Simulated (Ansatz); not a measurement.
Clean, relaxed (110) surface of Al2Cu, space group I4/mcm (No. 140) (top face towards +c; atoms held fixed, by place in the list: 1, 2, 3, 4, 5, 6):

```yaml
crystal:
  lattice:
    - [4.81038, 0.00000, 0.00000]
    - [-2.40519, 4.21748, 0.00000]
    - [0.00000, 0.00000, 24.10051]
  atoms:
    - { symbol: Al, position: [0.40820, 0.81641, 0.35269] }
    - { symbol: Al, position: [0.09180, 0.18359, 0.35269] }
    - { symbol: Al, position: [0.75000, 0.50000, 0.40806] }
    - { symbol: Cu, position: [0.75000, 0.00000, 0.44019] }
    - { symbol: Cu, position: [0.25000, 0.00000, 0.44019] }
    - { symbol: Al, position: [0.25000, 0.50000, 0.47231] }
    - { symbol: Al, position: [0.90926, 0.81853, 0.52797] }
    - { symbol: Al, position: [0.59074, 0.18147, 0.52797] }
    - { symbol: Al, position: [0.25000, 0.50000, 0.58621] }
    - { symbol: Cu, position: [0.25000, 0.00000, 0.61510] }
    - { symbol: Cu, position: [0.75000, 0.00000, 0.61510] }
    - { symbol: Al, position: [0.75000, 0.50000, 0.63573] }
```

The calculation used Ansatz 0.2.0, DFT PBE+D3(BJ), scalar-relativistic, plane waves, PAW. Settings: cutoff 420 eV, Γ-centred mesh 7×7×1 on the computed 12-atom cell, Gaussian smearing of 0.10 eV; no spin polarisation. The cell repeats along c with a dipole correction in the vacuum.

Na (atom) is put at the bridge (Cu-Cu) at (0.00, 0.00) site, one adsorbate per 20.3 Å², and relaxed. The adsorption energy is E(slab + adsorbate) − E(slab) − E(free adsorbate, spin-polarised where open-shell). Heights count from the highest slab atom after relaxation. Bonded neighbours lie within 1.25 times the sum of covalent radii (1.35 for H) and, on that scale, within 12 % of the closest. With the adsorbate the cell is lengthened along c to keep the vacuum.

(1) How strongly does it bind, and where does its anchoring atom end?

(2) How high does its anchoring atom sit over the highest slab atom, and what is the shortest contact with the surface?

(3) The clean face has a work function of 4.25 eV. How does the adsorbate change it?

Each end is the local minimum or symmetric point that its start leads to. The slab is only 7.1 Å thick, so the energies aren't converged with thickness.

The adsorbed runs have no spin polarisation, so weakly bound open-shell ends lie too high.

Results:

(1) -1.85 eV; at (0.24, 0.48), 7 bonded neighbours (Al and Cu).

(2) 1.80 Å; Na–Al 3.00 Å.

(3) By -2.23 eV.

Cost: 4 runs of about 42 core-minutes in all, on Intel Xeon Platinum 8259CL (Skylake/Cascade Lake) (shared hosts).